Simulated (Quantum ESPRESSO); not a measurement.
ZnMg2CaO4, finding a planted mistake in a log

A calculation, not a measurement. The program is pw.x of Quantum ESPRESSO 7.5 (plane-wave density functional theory). The cell is made up: 8 atoms on a rocksalt lattice, with randomly drawn elements, strain and displacements, not relaxed. PseudoDojo standard norm-conserving files (v0.5 for PBE, v0.4.1 for LDA and PBEsol) set the functional; there is no spin polarisation, spin-orbit coupling or dispersion term, and the masses in the input are unused placeholders.

Intended input:

```
&control calculation='scf', pseudo_dir='./dojo.nc.sr.pbe.v0_5.standard.upf', outdir='./o', disk_io='low', tprnfor=.true., tstress=.true. /
&system ibrav=0, nat=8, ntyp=4, nbnd=43, ecutwfc=84.00895049, nosym=.true., tot_charge=0,
 occupations='smearing', smearing='fd', degauss=0.0018374661
/
&electrons conv_thr=7.350e-09, electron_maxstep=60, /
ATOMIC_SPECIES
Ca 1.0 Ca.upf
Mg 1.0 Mg.upf
O 1.0 O.upf
Zn 1.0 Zn.upf
CELL_PARAMETERS angstrom
4.4655 -0.0202 -0.0289
-0.0202 4.5783 0.0446
-0.0289 0.0446 4.5702
ATOMIC_POSITIONS angstrom
Zn -0.0694 -0.0147 0.0725
Mg 0.0081 2.2898 2.3623
Ca 2.1716 0.0517 2.1703
Mg 2.1628 2.2885 0.0435
O 2.2433 0.0621 -0.0743
O 2.2426 2.4708 2.3086
O 4.3751 -0.0768 2.2877
O 4.3511 2.2014 0.0898
K_POINTS automatic
4 4 4 1 1 1
```

The log is shortened where brackets say so; the opening notice, blank lines, dates and the lines on written files are dropped, and the path of the files is cut. It prints rydbergs, bohrs and kilobars, and counts compression as positive stress.

Log of the intended run:

```
     Program PWSCF v.7.5
     Parallel version (MPI & OpenMP), running on       4 processor cores
     Number of MPI processes:                 4
     Threads/MPI process:                     1
     [start-up lines left out]
     bravais-lattice index     =            0
     lattice parameter (alat)  =       8.4388  a.u.
     unit-cell volume          =     630.4326 (a.u.)^3
     number of atoms/cell      =            8
     number of atomic types    =            4
     number of electrons       =        74.00
     number of Kohn-Sham states=           43
     kinetic-energy cutoff     =      84.0090  Ry
     charge density cutoff     =     336.0358  Ry
     scf convergence threshold =      7.3E-09
     mixing beta               =       0.7000
     number of iterations used =            8  plain     mixing
     Exchange-correlation= PBE
                           (   1   4   3   4   0   0   0)
     [axes and pseudopotential details left out]
   Cartesian axes
     site n.     atom                  positions (alat units)
         1        Zn     tau(   1) = (  -0.0155409  -0.0032918   0.0162351  )
         2        Mg     tau(   2) = (   0.0018139   0.5127597   0.5289948  )
         3        Ca     tau(   3) = (   0.4862910   0.0115773   0.4859999  )
         4        Mg     tau(   4) = (   0.4843204   0.5124686   0.0097410  )
         5        O      tau(   5) = (   0.5023469   0.0139062  -0.0166382  )
         6        O      tau(   6) = (   0.5021901   0.5532915   0.5169697  )
         7        O      tau(   7) = (   0.9797254  -0.0171980   0.5122895  )
         8        O      tau(   8) = (   0.9743510   0.4929641   0.0201091  )
     number of k points=    32  Fermi-Dirac smearing, width (Ry)=  0.0018
                       cart. coord. in units 2pi/alat
        k(    1) = (   0.1263406   0.1212954   0.1217554), wk =   0.0625000
        k(    2) = (   0.1279110   0.1189223   0.3660687), wk =   0.0625000
     [further k points left out]
     Dense  grid:    65577 G-vectors     FFT dimensions: (  50,  54,  54)
     Estimated max dynamical RAM per process >     132.50 MB
     Estimated total dynamical RAM >     481.97 MB
     Initial potential from superposition of free atoms
     starting charge      73.9933, renormalised to      74.0000
     Starting wfcs are   41 randomized atomic wfcs +    2 random wfcs
     total cpu time spent up to now is        1.2 secs
     per-process dynamical memory:    99.8 Mb
     Self-consistent Calculation
     iteration #  1     ecut=    84.01 Ry     beta= 0.70
     Davidson diagonalization with overlap
     ethr =  1.00E-02,  avg # of iterations =  6.3
     total cpu time spent up to now is        3.3 secs
     total energy              =    -865.10350889 Ry
     estimated scf accuracy    <       1.98853865 Ry
     iteration #  2     ecut=    84.01 Ry     beta= 0.70
     Davidson diagonalization with overlap
     ethr =  2.69E-03,  avg # of iterations =  3.9
     total cpu time spent up to now is        5.4 secs
     total energy              =    -865.44767973 Ry
     estimated scf accuracy    <       3.21420095 Ry
     [iterations 3 to 10 left out]
     iteration # 11     ecut=    84.01 Ry     beta= 0.70
     Davidson diagonalization with overlap
     ethr =  2.56E-10,  avg # of iterations =  2.0
     total cpu time spent up to now is       21.9 secs
     total energy              =    -866.06800163 Ry
     estimated scf accuracy    <       0.00000004 Ry
     iteration # 12     ecut=    84.01 Ry     beta= 0.70
     Davidson diagonalization with overlap
     ethr =  5.32E-11,  avg # of iterations =  3.0
     total cpu time spent up to now is       23.6 secs
     End of self-consistent calculation
     [lines on levels left out]
!    total energy              =    -866.06800163 Ry
     estimated scf accuracy    <          3.9E-09 Ry
     smearing contrib. (-TS)   =      -0.00000000 Ry
     internal energy E=F+TS    =    -866.06800163 Ry
     The total energy is F=E-TS. E is the sum of the following terms:
     one-electron contribution =    -516.04747640 Ry
     hartree contribution      =     281.82573410 Ry
     xc contribution           =    -125.25690153 Ry
     ewald contribution        =    -506.58935780 Ry
     convergence has been achieved in  12 iterations
     Forces acting on atoms (cartesian axes, Ry/au):
     atom    1 type  4   force =    -0.00566636    0.00251715   -0.01168431
     atom    2 type  2   force =    -0.02384266    0.01726617   -0.00127599
     atom    3 type  1   force =     0.00054978    0.02127369    0.03278127
     atom    4 type  2   force =     0.01408560    0.00556509   -0.01136367
     atom    5 type  3   force =    -0.01520537   -0.00217728    0.00579106
     atom    6 type  3   force =    -0.02629710   -0.06869144   -0.00109484
     atom    7 type  3   force =     0.02892685    0.01638267   -0.00441911
     atom    8 type  3   force =     0.02744925    0.00786395   -0.00873440
     Total force =     0.103083     Total SCF correction =     0.000050
     Computing stress (Cartesian axis) and pressure
          total   stress  (Ry/bohr**3)                   (kbar)     P=      -60.76
  -0.00032249   0.00005666   0.00007861          -47.44        8.33       11.56
   0.00005666  -0.00041385  -0.00010245            8.33      -60.88      -15.07
   0.00007861  -0.00010245  -0.00050269           11.56      -15.07      -73.95
     init_run     :      1.13s CPU      1.17s WALL (       1 calls)
     electrons    :     22.29s CPU     22.38s WALL (       1 calls)
     forces       :      0.29s CPU      0.30s WALL (       1 calls)
     stress       :      0.93s CPU      0.93s WALL (       1 calls)
     [timing details left out]
     PWSCF        :     24.70s CPU     24.87s WALL
     JOB DONE.
```

A second run was made from an input with one planted mistake. Its log:

```
     Program PWSCF v.7.5
     Parallel version (MPI & OpenMP), running on       4 processor cores
     Number of MPI processes:                 4
     Threads/MPI process:                     1
     [start-up lines left out]
     bravais-lattice index     =            0
     lattice parameter (alat)  =       8.4388  a.u.
     unit-cell volume          =     630.4326 (a.u.)^3
     number of atoms/cell      =            8
     number of atomic types    =            4
     number of electrons       =        75.00
     number of Kohn-Sham states=           44
     kinetic-energy cutoff     =      84.0090  Ry
     charge density cutoff     =     336.0358  Ry
     scf convergence threshold =      7.3E-09
     mixing beta               =       0.7000
     number of iterations used =            8  plain     mixing
     Exchange-correlation= PBE
                           (   1   4   3   4   0   0   0)
     [axes and pseudopotential details left out]
   Cartesian axes
     site n.     atom                  positions (alat units)
         1        Zn     tau(   1) = (  -0.0155409  -0.0032918   0.0162351  )
         2        Mg     tau(   2) = (   0.0018139   0.5127597   0.5289948  )
         3        Ca     tau(   3) = (   0.4862910   0.0115773   0.4859999  )
         4        Mg     tau(   4) = (   0.4843204   0.5124686   0.0097410  )
         5        O      tau(   5) = (   0.5023469   0.0139062  -0.0166382  )
         6        O      tau(   6) = (   0.5021901   0.5532915   0.5169697  )
         7        O      tau(   7) = (   0.9797254  -0.0171980   0.5122895  )
         8        O      tau(   8) = (   0.9743510   0.4929641   0.0201091  )
     number of k points=    32  Fermi-Dirac smearing, width (Ry)=  0.0018
                       cart. coord. in units 2pi/alat
        k(    1) = (   0.1263406   0.1212954   0.1217554), wk =   0.0625000
        k(    2) = (   0.1279110   0.1189223   0.3660687), wk =   0.0625000
     [further k points left out]
     Dense  grid:    65577 G-vectors     FFT dimensions: (  50,  54,  54)
     Estimated max dynamical RAM per process >     134.14 MB
     Estimated total dynamical RAM >     488.55 MB
     Initial potential from superposition of free atoms
     starting charge      73.9933, renormalised to      75.0000
     Starting wfcs are   41 randomized atomic wfcs +    3 random wfcs
     total cpu time spent up to now is        1.3 secs
     per-process dynamical memory:   100.9 Mb
     Self-consistent Calculation
     iteration #  1     ecut=    84.01 Ry     beta= 0.70
     Davidson diagonalization with overlap
     ethr =  1.00E-02,  avg # of iterations =  6.3
     total cpu time spent up to now is        3.7 secs
     total energy              =    -863.99768143 Ry
     estimated scf accuracy    <       2.31942071 Ry
     iteration #  2     ecut=    84.01 Ry     beta= 0.70
     Davidson diagonalization with overlap
     ethr =  3.09E-03,  avg # of iterations =  3.8
     total cpu time spent up to now is        5.8 secs
     total energy              =    -864.54756878 Ry
     estimated scf accuracy    <       3.49408012 Ry
     [iterations 3 to 10 left out]
     iteration # 11     ecut=    84.01 Ry     beta= 0.70
     Davidson diagonalization with overlap
     ethr =  2.90E-10,  avg # of iterations =  2.5
     total cpu time spent up to now is       23.6 secs
     total energy              =    -865.20444356 Ry
     estimated scf accuracy    <       0.00000005 Ry
     iteration # 12     ecut=    84.01 Ry     beta= 0.70
     Davidson diagonalization with overlap
     ethr =  6.13E-11,  avg # of iterations =  2.3
     total cpu time spent up to now is       25.4 secs
     End of self-consistent calculation
     [lines on levels left out]
!    total energy              =    -865.20444357 Ry
     estimated scf accuracy    <          2.1E-09 Ry
     smearing contrib. (-TS)   =      -0.00000000 Ry
     internal energy E=F+TS    =    -865.20444357 Ry
     The total energy is F=E-TS. E is the sum of the following terms:
     one-electron contribution =    -515.17269648 Ry
     hartree contribution      =     282.66659219 Ry
     xc contribution           =    -126.10898148 Ry
     ewald contribution        =    -506.58935780 Ry
     convergence has been achieved in  12 iterations
     Forces acting on atoms (cartesian axes, Ry/au):
     atom    1 type  4   force =     0.00062986   -0.00035384   -0.01257093
     atom    2 type  2   force =    -0.02289182    0.01806339   -0.00089915
     atom    3 type  1   force =    -0.00151889    0.01864738    0.02808071
     atom    4 type  2   force =     0.01040409    0.00644255   -0.01142109
     atom    5 type  3   force =    -0.00552898    0.00370009    0.00199377
     atom    6 type  3   force =    -0.02162142   -0.06529864   -0.00079742
     atom    7 type  3   force =     0.02358211    0.01284147    0.00010310
     atom    8 type  3   force =     0.01694505    0.00595761   -0.00448901
     Total force =     0.090953     Total SCF correction =     0.000395
     Computing stress (Cartesian axis) and pressure
          total   stress  (Ry/bohr**3)                   (kbar)     P=      256.97
   0.00184095   0.00005494   0.00003870          270.81        8.08        5.69
   0.00005494   0.00173799  -0.00008114            8.08      255.67      -11.94
   0.00003870  -0.00008114   0.00166158            5.69      -11.94      244.43
     init_run     :      1.20s CPU      1.24s WALL (       1 calls)
     electrons    :     23.98s CPU     24.07s WALL (       1 calls)
     forces       :      0.33s CPU      0.33s WALL (       1 calls)
     stress       :      1.03s CPU      1.03s WALL (       1 calls)
     [timing details left out]
     PWSCF        :     26.63s CPU     26.79s WALL
     JOB DONE.
```

Question: what was wrong in the second input?

Answer: the cell has the wrong charge. The input lines that differ, file-writing options aside:

```
- &system ibrav=0, nat=8, ntyp=4, nbnd=43, ecutwfc=84.00895049, nosym=.true., tot_charge=0,
+ &system ibrav=0, nat=8, ntyp=4, nbnd=44, ecutwfc=84.00895049, nosym=.true., tot_charge=-1,
```

```
                                            intended run  run with the mistake
                          free energy (eV)    -11783.455            -11771.706
                    smearing term -TS (eV)        0.0000                0.0000
                            pressure (GPa)         -6.08                 25.70
            largest force component (eV/Å)         1.766                 1.679
largest change of a force component (eV/Å)                               0.270
                                iterations            12                    12
```

For scale, a rerun of the intended cell at 1437 eV and a 6 x 6 x 6 mesh moved values by no more than 0.002 eV in energy, 0.04 GPa in stress and 0.003 eV/Å in force. The charged cell sits in a uniform background, so its energy and stress rest on the program's zero of potential. The number of bands, nbnd, was set by rule from the electron count and the smearing, so it follows the mistake.